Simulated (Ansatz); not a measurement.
TiAl2 in space group Cmmm (No. 65; Ti on 4i, Al on 2b, Al on 2d, Al on 4j), the program Ansatz at the PBEsol level (PAW), all energies at zero smearing, with the estimated change up to a 700 eV cutoff added, with one set of potentials and settings (totals compare only within such a set). Cell of 6 atoms (2 Ti, 4 Al): -7048.598 eV.

| element | reference phase | E (eV/atom) |
|---|---|---|
| Ti | P6/mmm, 3 atoms in the cell | -2473.9117 |
| Al | Fm-3m, 1 atoms in the cell | -524.5507 |

Formation energy per atom, worked out: (-7048.598 − 2×(-2473.9117) − 4×(-524.5507))/6 = -0.429 eV/atom (-41 kJ per mol of atoms), at 0 K, without zero-point energy or fitted corrections.

The first step of the workflow began from a Materials Project structure, measured or hypothetical; the Crystallography Open Database files this formula in space group No. 65, but the cells were not matched. Its standing as an ambient phase is unchecked. The PBEsol relaxation kept the symmetry of its start; its stability against distortions is not shown here. The run is not spin-polarised. The references are the lowest solids computed at this level, not always the standard phases.

Potentials: the later of the program's two PAW sets.
